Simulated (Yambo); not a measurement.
```
CELL_PARAMETERS angstrom
      1.84713    -5.43262     0.00000
      1.84713     5.43262     0.00000
      0.00000     0.00000     3.84499
ATOMIC_POSITIONS crystal
  Cl 0.86452 0.13548 0.25000
  Cl 0.13548 0.86452 0.75000
  Ag 0.39864 0.60136 0.75000
  Ag 0.60136 0.39864 0.25000
```

AgCl (space group Cmcm, No. 63): mean Im ε in 1 eV windows above the direct gap of 3.37 eV, for different electron-hole kernels (Yambo, broadening 0.15 eV, norm-conserving PBEsol (Quantum ESPRESSO, 82 Ry, no spin-orbit coupling) bands; 4×4×4 mesh, 16 valence and 8 conduction bands, static screening with 56 bands and a 4 Ry block, scissor 1.50 eV, Tamm-Dancoff; field along x).

| window (eV) | independent quasiparticles | RPA (no attraction) | BSE |
|---|---|---|---|
| 3.4 to 4.4 | 1.3 | 1.3 | 7.6 |
| 4.4 to 5.4 | 6.7 | 6.5 | 7.4 |
| 5.4 to 6.4 | 7.1 | 6.7 | 7.1 |
| 6.4 to 7.4 | 5.5 | 5.4 | 3.6 |
| 7.4 to 8.4 | 4.0 | 3.5 | 5.5 |
| 8.4 to 9.4 | 5.6 | 4.9 | 3.6 |

This run doesn't resolve bound excitons or single peaks, so only averages are given, and they too depend on the mesh; weight that the attraction moves below the gap isn't listed. All transitions below 12.50 eV are in the band window. The scissor comes from a G0W0 run whose convergence isn't established.

Spin-orbit splittings are left out.

Geometry relaxed with PBEsol.

This is not the ordinary phase of the substance; no match was found in the copy of COD used, and its stability was not checked.
